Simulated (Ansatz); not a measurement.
NbCuN2:
Space group R-3m, hexagonal axes (No. 166); a = b = 3.121 Å, c = 17.300 Å, α = β = 90.00°, γ = 120.00°

```csv
atom,site,symmetry,x,y,z
Nb,3b,-3m,0.0000,0.0000,0.5000
Cu,3a,-3m,0.0000,0.0000,0.0000
N,6c,3m,0.0000,0.0000,0.1053
```
(The calculation used a cell of 4 atoms; values per cell refer to that cell.)

Relaxed with PBEsol. 

### Question
HSE06 on this cell (Ansatz, a program for electronic structure, PAW) gives a gap of 1.11 eV. What does PBEsol give?

### Answer
0.14 eV.

Cost on shared cores: the PBEsol run (SCF on a 10×10×10 mesh, then bands and DOS) very roughly 30 core-seconds, the HSE06 run (SCF on 8×8×8, then a few points) around 3 core-minutes (rough); the tasks are unlike.

The start of the workflow was typed in or built on a structure type; neither database checked (COD, Materials Project) lists it. Its standing as an ambient phase is unchecked. Symmetry was held in the PBEsol relaxation; its stability against distortions is not shown here. The workflow began spin-polarised and lost its moments. Scalar-relativistic: spin–orbit coupling is off unless named, which matters more the heavier the elements.

Potentials: the earlier of the program's two PAW sets. The files were generated under PBE; for other functionals the program regenerates the frozen cores, and for LDA and PBEsol the local potential too.

Ansatz is a plane-wave DFT program.
